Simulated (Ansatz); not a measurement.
Consider a crystal of Al2As in space group P4mm (No. 99), with Al on 1a and 1b; As on 1a.

The calculation used DFT PBE, scalar-relativistic, plane waves, PAW (Ansatz). Cutoff 420 eV, Γ-centred mesh, Gaussian smearing, no spin polarisation.

Formation energies are uncorrected and refer to the elements' standard structures at the same level.

**Question.** Which cell and coordinates does it relax to?

**Answer.**

Space group P4mm (No. 99). a = 3.370 Å, b = 3.370 Å, c = 5.296 Å, α = 90.00°, β = 90.00°, γ = 90.00°
```
atom  site  symmetry       x       y       z
  Al    1a       4mm  0.0000  0.0000  0.6195
  Al    1b       4mm  0.5000  0.5000  0.3252
  As    1a       4mm  0.0000  0.0000  0.0999
```

Al on its first site is surrounded by 1 As at 2.54 Å, 1 As at 2.75 Å and 4 Al at 2.85 Å; Al on its second site has 4 As at 2.67 Å, 4 Al at 2.85 Å and 4 Al at 3.37 Å; As has 6 Al at 2.54–2.75 Å. Another local minimum with the same sites may exist.

**Question.** Where does its energy lie, and is it a metal?

**Answer.** The formation energy is +0.11 eV/atom. The gap on the 14×14×10 mesh of the 3-atom cell is 0 eV (a metal). The separate elements lie lower, so it is unstable against them.

The last run used Gaussian smearing of 0.10 eV. An odd number of electrons in the primitive cell allows no gap without spin; a larger cell or a magnetic state could open one. The cell is a metal run without spin; a magnetic state may lie lower. The reference form of As is held partly by dispersion forces, which this level lacks. Symmetry constrained the relaxation, so the result can be a saddle point.
